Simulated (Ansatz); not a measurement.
A geometry of MgF₂ away from equilibrium: step 2 of the relaxation of a relaxed MgF2 cell deformed by the Cartesian strain tensor (xx, yy, zz, yz, xz, xy) = (0.193, 0.124, -0.116, -0.018, 0.011, 0.067). Computed with PBEsol (plane waves to 420 eV, PAW, scalar-relativistic; Ansatz, a quantum-chemistry and plane-wave program). Γ-centred k-mesh 6×6×5 on the run's cell (coarser than for final values), Fermi–Dirac smearing 0.05 eV. The plane waves were selected for a different cell earlier on the path.

```
MgF2
1.0
    6.19745    -1.84325     0.10984
    6.38385     2.35672     0.02916
   -4.19099    -0.27590     4.55690
Mg F
2 4
Direct
  0.89375   0.88057   0.12883
  0.10625   0.11943   0.87117
  0.65846   0.67575   0.92113
  0.34154   0.32425   0.07887
  0.00000   0.00000   0.50000
  0.00000   0.00000   0.00000
```

Problem. Give the Cartesian forces on all atoms (eV/Å).

Solution. 
```tsv
atom	Fx	Fy	Fz
Mg1	0.36	0.10	-3.17
Mg2	-0.36	-0.10	3.17
F3	0.30	0.00	0.30
F4	-0.30	0.00	-0.30
F5	0.00	0.00	0.00
F6	0.00	0.00	0.00
```

The path ends in C2/m (No. 12) at a tolerance of 0.01 Å, Imma (No. 74) at 0.1 Å. No spin polarisation in the result.

The run could not lose the symmetry of its start.

The cell that was disturbed is our relaxation of an entry of Materials Project.
